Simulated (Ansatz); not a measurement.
AgCl (rock salt, space group No. 225), a = b = c = 5.545 Å, α = β = γ = 90.00°; the cell used has 2 atoms.

Relaxed with r²SCAN. Independent-particle spectrum: no excitons, no local fields, no scissors shift; 0.1 eV broadening; ε₁ of the summed bands alone.

Tabulate the dielectric function from the program Ansatz at the r²SCAN level (PAW).



| E (eV) | ε₁ xx | ε₂ xx |
|---|---|---|
| 0.0 | 4.46 | 0.00 |
| 0.3 | 4.47 | 0.00 |
| 0.6 | 4.49 | 0.00 |
| 0.9 | 4.53 | 0.00 |
| 1.2 | 4.58 | 0.00 |
| 1.5 | 4.66 | 0.00 |
| 1.8 | 4.76 | 0.00 |
| 2.1 | 4.88 | 0.00 |
| 2.4 | 5.05 | 0.00 |
| 2.7 | 5.28 | 0.00 |
| 3.0 | 5.61 | 0.00 |
| 3.3 | 6.19 | 0.00 |
| 3.6 | 7.41 | 1.18 |
| 3.9 | 6.74 | 2.04 |
| 4.2 | 6.53 | 2.30 |
| 4.5 | 6.71 | 2.56 |
| 4.8 | 7.16 | 3.59 |
| 5.1 | 7.45 | 5.97 |
| 5.4 | 3.82 | 6.30 |
| 5.7 | 2.86 | 6.32 |
| 6.0 | 0.80 | 3.12 |
| 6.3 | 3.39 | 2.72 |
| 6.6 | 3.25 | 3.88 |
| 6.9 | 2.45 | 4.03 |
| 7.2 | 2.17 | 3.41 |
| 7.5 | 2.33 | 2.97 |
| 7.8 | 2.76 | 2.65 |
| 8.1 | 3.43 | 2.75 |
| 8.4 | 4.08 | 3.83 |
| 8.7 | 3.47 | 5.12 |
| 9.0 | 2.27 | 5.63 |
| 9.3 | 0.95 | 5.32 |
| 9.6 | 0.45 | 4.44 |
| 9.9 | 0.47 | 3.62 |
| 10.2 | 1.06 | 3.45 |
| 10.5 | 1.29 | 4.69 |
| 10.8 | -0.77 | 4.76 |
| 11.1 | -0.94 | 3.12 |
| 11.4 | -0.09 | 2.40 |
| 11.7 | -0.09 | 2.99 |
| 12.0 | 0.33 | 2.79 |

From ε at 3.8 eV (xx: 6.90 + 1.83i), find n, k, the normal reflectivity and the absorption coefficient.

n = 2.65, k = 0.345, R = 21 %, α = 2kE/ħc = 130000 cm⁻¹.

With all bands, ε∞ without local fields is 4.69. DFPT, with local fields, gives 4.52.

Space group Fm-3m (rock salt). The cell was relaxed with r²SCAN under the symmetry of its start; phonons on a q-mesh show no instability. No spin polarisation was allowed. Spin–orbit coupling is left out wherever it is not named.

Potentials: the later of the program's two PAW sets.
